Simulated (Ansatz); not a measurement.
Relaxation of a generated trial cell of HfO2 in the marcasite structure type; 6 atoms in the cell, which starts as Pnnm (No. 58), oP6; a = 4.081 Å, b = 4.981 Å, c = 3.109 Å, α = β = γ = 90.00°. Calculation: r2SCAN (plane waves to 500 eV, PAW, scalar-relativistic; Ansatz, an electronic-structure program). Γ-centred k-mesh 6×5×7 on the run's cell (coarser than for final values), Fermi–Dirac smearing 0.05 eV. This is the first round of the run. 

The optimiser's lines from the output (shortened; P is positive under compression):

```
relax step   1: F+E_penalty+E_count = -33750.76461411 eV  Δ(F+E_penalty+E_count) = +0.000e0 eV  max|allowed force component| = 3.579e0 eV/Å  Δτ_max = 0.0000 Å  P = +29.352 GPa  Ω = 63.202 Å³  (10 SCF iters, dr2 threshold 1.00e-7 eV, accepted)
relax step   2: F+E_penalty+E_count = -33752.94869651 eV  Δ(F+E_penalty+E_count) = -2.184e0 eV  max|allowed force component| = 1.240e0 eV/Å  Δτ_max = 0.1351 Å  P = +7.889 GPa  Ω = 68.924 Å³  (8 SCF iters, dr2 threshold 6.00e-7 eV, accepted)
relax step   3: F+E_penalty+E_count = -33753.53266630 eV  Δ(F+E_penalty+E_count) = -5.840e-1 eV  max|allowed force component| = 6.438e-1 eV/Å  Δτ_max = 0.0748 Å  P = +2.653 GPa  Ω = 71.536 Å³  (8 SCF iters, dr2 threshold 6.00e-7 eV, accepted)
relax step   4: F+E_penalty+E_count = -33753.90253860 eV  Δ(F+E_penalty+E_count) = -3.699e-1 eV  max|allowed force component| = 2.890e-1 eV/Å  Δτ_max = 0.1191 Å  P = +2.216 GPa  Ω = 73.248 Å³  (9 SCF iters, dr2 threshold 6.00e-7 eV, accepted)
relax step   5: F+E_penalty+E_count = -33754.04570935 eV  Δ(F+E_penalty+E_count) = -1.432e-1 eV  max|allowed force component| = 5.789e-2 eV/Å  Δτ_max = 0.2000 Å  P = -0.603 GPa  Ω = 75.425 Å³  (8 SCF iters, dr2 threshold 6.00e-7 eV, accepted)
relax step   6: F+E_penalty+E_count = -33754.04954314 eV  Δ(F+E_penalty+E_count) = -3.834e-3 eV  max|allowed force component| = 3.863e-3 eV/Å  Δτ_max = 0.0350 Å  P = -0.051 GPa  Ω = 75.292 Å³  (6 SCF iters, dr2 threshold 6.00e-7 eV, accepted)
relax step   7: F+E_penalty+E_count = -33754.04964683 eV  Δ(F+E_penalty+E_count) = -1.037e-4 eV  max|allowed force component| = 6.157e-4 eV/Å  Δτ_max = 0.0026 Å  P = -0.003 GPa  Ω = 75.275 Å³  (6 SCF iters, dr2 threshold 8.92e-8 eV, accepted)
relax step   8: F+E_penalty+E_count = -33754.06817366 eV  Δ(F+E_penalty+E_count) = -1.853e-2 eV  max|allowed force component| = 4.642e-4 eV/Å  Δτ_max = 0.0000 Å  P = +0.309 GPa  Ω = 75.275 Å³  stress off target by 8.26e-1 GPa  SCF on the basis re-selected at this cell (its energy is not comparable with the rows above)  (9 SCF iters)
relax step   9: F+E_penalty+E_count = -33754.06919101 eV  Δ(F+E_penalty+E_count) = -1.017e-3 eV  max|allowed force component| = 5.070e-3 eV/Å  Δτ_max = 0.0064 Å  P = -0.029 GPa  Ω = 75.407 Å³  (5 SCF iters, dr2 threshold 6.00e-7 eV, accepted)
relax step  10: F+E_penalty+E_count = -33754.06921036 eV  Δ(F+E_penalty+E_count) = -1.935e-5 eV  max|allowed force component| = 3.000e-4 eV/Å  Δτ_max = 0.0011 Å  P = +0.001 GPa  Ω = 75.397 Å³  (6 SCF iters, dr2 threshold 1.15e-8 eV, accepted)
relax step  11: F+E_penalty+E_count = -33754.06926998 eV  Δ(F+E_penalty+E_count) = -5.963e-5 eV  max|allowed force component| = 2.917e-4 eV/Å  Δτ_max = 0.0000 Å  P = +0.001 GPa  Ω = 75.397 Å³  stress off target by 3.93e-3 GPa  SCF on the basis re-selected at this cell (its energy is not comparable with the rows above)  (5 SCF iters)
```

From the first to the last row the energy changes by -0.55 eV/atom and the volume by +19.3 %. The last row is marked as not comparable with the walk above it, whose basis was carried along; it does compare with step 1, since both stand on a basis selected at the nominal cutoff for their own cell.

Later rounds, restarted from the end of this one on a renewed k-mesh, logged 4 more steps and released under 1 meV/atom more. The final structure after all rounds: P4₂/mnm (No. 136), tP6, rutile type; a = 4.8385 Å, b = 4.8385 Å, c = 3.2206 Å, α = 90.00°, β = 90.00°, γ = 90.00°. Between re-selections the logged energies stand on a plane-wave basis carried along with the cell. No spin polarisation in the result.

The run could not lose the symmetry of its start; a randomly shaken copy of 12 atoms returns to this structure.

The first start was generated by placing the elements on the sites of a structure type. Materials Project lists a structure of HfO2 in the same space group, P4₂/mnm (No. 136); the sites were not compared with it, nor with measured phases. Known forms of HfO2 include space group No. 14, 29, 137, 225.
